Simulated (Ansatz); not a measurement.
Input file for Ansatz (a quantum-chemistry and plane-wave program):

Ansatz 0.2 input:
```yaml
crystal:
  lattice:
    - [0.0, 1.9648691465, 1.9648691465]
    - [1.9648691465, 0.0, 1.9648691465]
    - [1.9648691465, 1.9648691465, 0.0]
  atoms:
    - { symbol: Pt, position: [0.0, 0.0, 0.0] }
kpoints:
  mp_grid: { grid: [37, 37, 37] }
hamiltonian:
  xc: r2scan
  dispersion: d4
  pseudopotentials: { kind: paw }
scf:
  occupations: { method: fermi_dirac, width: 0.1 }
elastic: { mode: relaxed_ion, stencil: two_point, amplitude: 0.005, f_tol: 0.0005 }
```

Output (shortened):

```
Pseudopotentials: kind: paw
Pseudopotential: Pt, paw, valence charge 18
Functional definition: r2SCAN
Crystal: 1 atoms, lattice volume = 15.172 Å³
Basis set: ecut = 500 eV, 387 PW (Γ), exchange–correlation on 96×96×96 points (64 copies of the dense FFT grid, shifted against one another)
Bands: 13, of which v1, the nominal top of the filled ones, is band 9 counted from 1 (8 counted from 0)
Symmetry: 48 space group operations
Space group: Fm-3m (ITA 225), of the structure as read, at distance tolerance 2.5e-5 Å
k-points: 1330 of 50653
PAW frozen core: Pt, regenerated for the run's functional
Initial wavefunctions: pseudopotential atomic-orbital guess
Eigensolver: davidson
Functional: x = r2scan, c = r2scan; τ floored in thin density (d = 2e-4 eV/Å³)
all-band conjugate gradients solve this SCF's bands
SCF 1 converged in 9 iterations: F = -12537.068691 eV  dr2 = 1.89e-14
Crystal: 1 atoms, lattice volume = 15.172 Å³
Initial density: handed on by an earlier stage of this run
Initial wavefunctions: those handed on with the density
SCF 2 converged in 2 iterations: F = -12537.068691 eV  dr2 = 4.32e-15
density extrapolation: transplant  |δρ|_rms = 4.678e-2 e/Å³  SAD shift = 1.030e-2 e/Å³
Crystal: 1 atoms, lattice volume = 15.096 Å³
Basis set: ecut = 500 eV, 379 PW (Γ), exchange–correlation on 96×96×96 points (64 copies of the dense FFT grid, shifted against one another)
Symmetry: 16 space group operations
k-points: 3610 of 50653
SCF 3 converged in 10 iterations: F = -12537.068125 eV  dr2 = 1.52e-16
density extrapolation: first-order (α = -2.000)  |δρ|_rms = 4.678e-2 e/Å³  SAD shift = 1.022e-2 e/Å³
Crystal: 1 atoms, lattice volume = 15.247 Å³
SCF 4 converged in 8 iterations: F = -12537.068441 eV  dr2 = 2.45e-14
density extrapolation: transplant  |δρ|_rms = 4.678e-2 e/Å³  SAD shift = 5.814e-3 e/Å³
Crystal: 1 atoms, lattice volume = 15.171 Å³
Symmetry: 8 space group operations
k-points: 6859 of 50653
SCF 5 converged in 9 iterations: F = -12537.068601 eV  dr2 = 2.05e-14
density extrapolation: first-order (α = -2.000)  |δρ|_rms = 4.678e-2 e/Å³  SAD shift = 5.814e-3 e/Å³
Crystal: 1 atoms, lattice volume = 15.171 Å³
SCF 6 converged in 6 iterations: F = -12537.068601 eV  dr2 = 9.03e-14
SCF converged after 2 iterations
Free energy (F): -12537.068691 eV
Harris-Foulkes:  -12537.068691 eV  (|F-HF|=0.00e0)
Internal energy: -12537.016318 eV  (E = F + TS)
E sigma→0 (E₀):  -12537.042505 eV
Entropy (-TS):   -0.052373 eV (-52.373 meV/atom)
Fermi energy:    22.952068 eV
--- Per-component energies (eV) ---
  E_band       = -149.853924
  E_kinetic    = 638.221641
  E_local      = -1473.706001  (includes V_loc(G=0)·N_el)
  E_nonlocal   = 202.047750
  E_hartree    = 548.766348
  E_xc         = -250.321730
  E_vxc        = -337.829123  (∫ρ·V_xc dr)
  E_paw        = -9479.906579  (= ΣΔE_a)
  E_vpaw       = -297.696923  (= ΣTr[D̂ρ^β])
  E_aug_tail   = 0.000145  (compensation charges beyond the density's cutoff)
  E_vtau       = 21.575892  (kinetic-family band-sum trace: ∫τ·v_τ [+ j·A + Jᵃ·Aᵃ] dr)
  E_ewald      = -2721.632366
  E_disp       = -0.254032  (pairwise vdW)
  E_core_change = -0.231494  (= ΣΔE_core)
  E_smearing   = -0.052373  (= −TS)
  E_closure    = 0.000000  (closes the sum)
  Σ components = -12537.068691   (vs F -12537.068691, Δ=0.00e0)
--- Forces (eV/Å), atoms counted from 1 ---
  atom   1  Pt     0.00000000     0.00000000     0.00000000
  max |Σ_I F_I| component: 0.0 eV/Å
--- Stress (GPa, compression-positive) ---
        0.326144       0.000000       0.000000
        0.000000       0.326144       0.000000
        0.000000       0.000000       0.326144
  P = ⅓ Tr σ = 0.3261 GPa (3.261 kbar)
  The stress holds the Pulay correction. Without it, at fixed plane waves, as pw.x and ABINIT print it: P = 0.2536 GPa
  The stress includes an estimate of the error left by incomplete SCF convergence (largest component 0.0000 GPa).
--- Band table (eV; the first three rows and the last of 1330) ---
  k-point 0: bands = ["-77.5856", "-30.9634", "-30.9634", "-30.9634", "12.5413", "19.0631", "19.0631", "19.0631", "21.2076", "21.2076", "38.3099", "43.4368", "43.4368"]
  k-point 1: bands = ["-77.5853", "-30.9670", "-30.9639", "-30.9639", "12.5722", "19.0492", "19.0756", "19.0756", "21.2005", "21.2005", "38.3573", "43.2662", "43.4829"]
  k-point 2: bands = ["-77.5845", "-30.9780", "-30.9655", "-30.9655", "12.6641", "19.0090", "19.1120", "19.1120", "21.1807", "21.1807", "38.4967", "42.8114", "43.6199"]
  k-point 1329: bands = ["-77.5366", "-31.3020", "-31.2889", "-31.1544", "17.1694", "18.1774", "18.3934", "20.8669", "23.4557", "30.3272", "31.5695", "31.8339", "35.6415"]
  band table: 13 of 13 bands, residual norms ≤ 1.0e-3 eV
--- Elastic constants: 2 strain directions × 2 members + reference (group order 48) ---
  dense FFT box of the reference and of every strained cell: 24×24×24
  strains applied: 11, 23; error gains: componentwise 1.00 (the most a stress slope's error grows in a printed constant), spectral 1.73 (1 for all six strains …
  pairwise dispersion correction: d4 (s6 = 1.0, s8 = 0.6018749, s9 = 1.0, a1 = 0.51559235, a2_bohr = 5.77342911), with the weights of each atom's references …
  C = ∂σ_k/∂η_j (tension-positive GPa; Voigt order 11 22 33 23 13 12):
       344.690    247.860    247.860      0.000      0.000      0.000
       247.860    344.690    247.860      0.000      0.000      0.000
       247.860    247.860    344.690      0.000      0.000      0.000
         0.000      0.000      0.000     76.059      0.000      0.000
         0.000      0.000      0.000      0.000     76.059      0.000
         0.000      0.000      0.000      0.000      0.000     76.059
  reference stress σ⁰ (GPa):     -0.326     -0.326     -0.326      0.000      0.000      0.000
  moduli (Voigt/Reuss/Hill, GPa): K = 280.14/280.14/280.14   G = 65.00/61.92/63.46   E = 177.01   ν = 0.395
  mechanically stable: yes (min eigenvalue of sym C = 76.06 GPa)
  strain η (Voigt 11):  stress-route row diagonal C_11 = 344.69 GPa, energy-path curvature d²(F+E_count+ΔE)/dδ²/Ω₀ = 344.67 GPa
         δ    σ_11 (GPa)             F (eV)   n_scf  n_hpsi   n_pw
    -5.000e-3      -2.0761      -12537.0681245      10  1110377    393   relax 0 steps, max|allowed force component| 0.00e0 eV/Å
     5.000e-3       1.3708      -12537.0684415       8  930542    398   relax 0 steps, max|allowed force component| 0.00e0 eV/Å
  strain η (Voigt 23):  stress-route row diagonal C_44 = 76.06 GPa, energy-path curvature d²(F+E_count+ΔE)/dδ²/Ω₀ = 76.20 GPa
         δ    σ_23 (GPa)             F (eV)   n_scf  n_hpsi   n_pw
    -5.000e-3      -0.3803      -12537.0686010       9  1930147    395   relax 0 steps, max|allowed force component| 0.00e0 eV/Å
     5.000e-3       0.3803      -12537.0686010       6  1604543    395   relax 0 steps, max|allowed force component| 0.00e0 eV/Å
```

Cost: very roughly 19 core-minutes on shared cores.

The r²SCAN+D4 relaxation kept the symmetry of its start. No spin polarisation was allowed. The pairwise dispersion correction was not fitted to metals. As this level gives no gap, shear constants depend on the k-mesh and smearing (Fermi–Dirac, 0.1 eV here). On the denser mesh and wider smearing of the elastic run this cell carries a stress of 0.3 GPa. Scalar-relativistic: spin–orbit coupling is off unless named, which matters more the heavier the elements.

Potentials: the later of the program's two PAW sets.

Ansatz is a plane-wave DFT program.
